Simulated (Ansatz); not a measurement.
**YCl: pressure against volume, fitted**

```xyz
4
Lattice="1.8762 1.0832 9.1750 -1.8762 1.0832 9.1750 0.0000 -2.1664 9.1750" Properties=species:S:1:pos:R:3 pbc="T T T"
Y     0.0000    0.0000    5.9682
Y     0.0000    0.0000   21.5568
Cl    0.0000    0.0000   10.6880
Cl    0.0000    0.0000   16.8370
```

Atoms are numbered in the order listed.

The conventional cell has a = 3.752 Å, b = 3.752 Å, c = 27.525 Å, α = 90.00°, β = 90.00°, γ = 120.00°. Y (atom 1) is surrounded by 3 Cl at 2.75 Å. Around Cl (atom 3) lie 3 Y at 2.75 Å.

The cell is COD entry 4344519, as deposited and not checked against the literature; nothing was relaxed.

Method: DFT, PBEsol, all-electron LAPW, scalar-relativistic (Ansatz 0.2.0).

Numerical set-up: a Γ-centred 8×8×8 k mesh, Fermi–Dirac smearing of 0.02 eV, basis error target 1 meV/atom, no spin polarisation.

The cell is scaled evenly. Fractional coordinates are held (clamped ions).

```
V (Å³/atom)  P (GPa)
     26.291     2.44
     26.850     1.31
     27.409     0.27
     27.689    -0.21
     27.969    -0.68
     28.248    -1.12
     28.528    -1.54
     29.647    -3.03
```

Question: Fit a third-order Birch–Murnaghan curve to the pressures.

Answer: P = (3B0/2)(y^(7/2) − y^(5/2))[1 + (3/4)(B0′ − 4)(y − 1)] with y = (V0/V)^(2/3) fits within 0.01 GPa for V0 = 27.563 Å³/atom, B0 = 47.5 GPa and B0′ = 3.62.

Question: Predict the pressure at the withheld volume, 29.087 Å³/atom.

Answer: There y = 0.9647, so the fit gives -2.32 GPa; the run gave -2.32 GPa.
